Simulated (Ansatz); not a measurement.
Data:

C:
```xyz
2
Lattice="0.0000 1.7784 1.7784 1.7784 0.0000 1.7784 1.7784 1.7784 0.0000" Properties=species:S:1:pos:R:3 pbc="T T T"
C      2.6676     2.6676     2.6676
C      1.7784     1.7784     1.7784
```

This is the PBE+D3(BJ)-relaxed structure.

Task: All from plane-wave PAW PBE+D3(BJ) (Ansatz code), unless another level is named. Estimate the band gap.

Result: 4.15 eV (indirect).

Task: And the valence-band maximum?

Result: at Γ.

Task: Next, the conduction-band minimum?

Result: on the Γ–X line, 73 % of the way from Γ (6 equivalent valleys).

Space group Fd-3m (diamond). Symmetry was held in the PBE+D3(BJ) relaxation.

Potentials: the later of the program's two PAW sets.
